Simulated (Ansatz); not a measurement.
**Is this Sn4AsSe structure a true minimum?**

It was reached by relaxing an invented guess, and it needn't be the stable form of this composition.

These are results of Ansatz 0.2.0, DFT PBE, scalar-relativistic, plane waves, PAW, not measurements. Plane waves to 420 eV, a k mesh through Γ of 8×8×4 on the computed 6-atom cell and Gaussian smearing (0.10 eV); no spin polarisation.

The cell below (6 atoms, space group P4mm (No. 99)) is relaxed within its symmetry.

```
Sn As Se
1.0
     4.25100    0.00000    0.00000
     0.00000    4.25100    0.00000
     0.00000    0.00000    9.00426
Sn As Se
4 1 1
Direct
  0.50000 0.50000 0.34193
  0.00000 0.00000 0.66597
  0.50000 0.50000 0.98262
  0.00000 0.00000 0.00971
  0.50000 0.50000 0.65189
  0.00000 0.00000 0.34788
```

For the test it was strained at random (σ = 1.5 % a component), the atoms were moved at random (σ = 0.05 Å), and all was relaxed again on a coarse 6×6×4 mesh (in the run’s order of axes) with 0.20 eV smearing, with no symmetry imposed.

An odd number of electrons in the primitive cell allows no gap without spin; a larger cell or a magnetic state could open one. The cell is a metal run without spin; a magnetic state may lie lower.

Problem. What happens?

Solution. It doesn't return. The energy falls by 12 meV/atom on that mesh, the volume changes by 3.5 %, and the end has space group Pm (No. 6) at a loose tolerance. Relaxed again on an 8×8×4 mesh with 0.10 eV smearing, the new structure lies 9 meV/atom below the first (mesh in the axes of the run's cell; the cell below is made exact in the group named). Space group Pm (No. 6), monoclinic, a = 4.525 Å, b = 4.188 Å, c = 8.904 Å, β = 90.1°. Sn on its first site is surrounded by 1 As at 2.78 Å, 2 Se at 2.83 Å, 1 Sn at 3.24 Å and 2 Se at 3.36 Å; Sn on its second site is surrounded by 2 As at 2.76 Å, 1 Se at 2.85 Å, 1 Sn at 3.08 Å and 2 As at 3.44 Å; As is surrounded by 4 Sn at 2.76–2.92 Å and 2 Sn at 3.44 Å; Se is surrounded by 3 Sn at 2.83–2.85 Å, 1 Sn at 3.07 Å and 2 Sn at 3.36 Å; 2 more sites not described.

```
Sn As Se
1.0
     4.52481    0.00000    0.00000
     0.00000    4.18823    0.00000
    -0.01556    0.00000    8.90399
Sn As Se
4 1 1
Direct
  0.54365 0.50000 0.34461
  0.07970 0.00000 0.66390
  0.47012 0.50000 0.98278
  0.96451 0.00000 0.00457
  0.47787 0.50000 0.65520
  0.96415 0.00000 0.34894
```
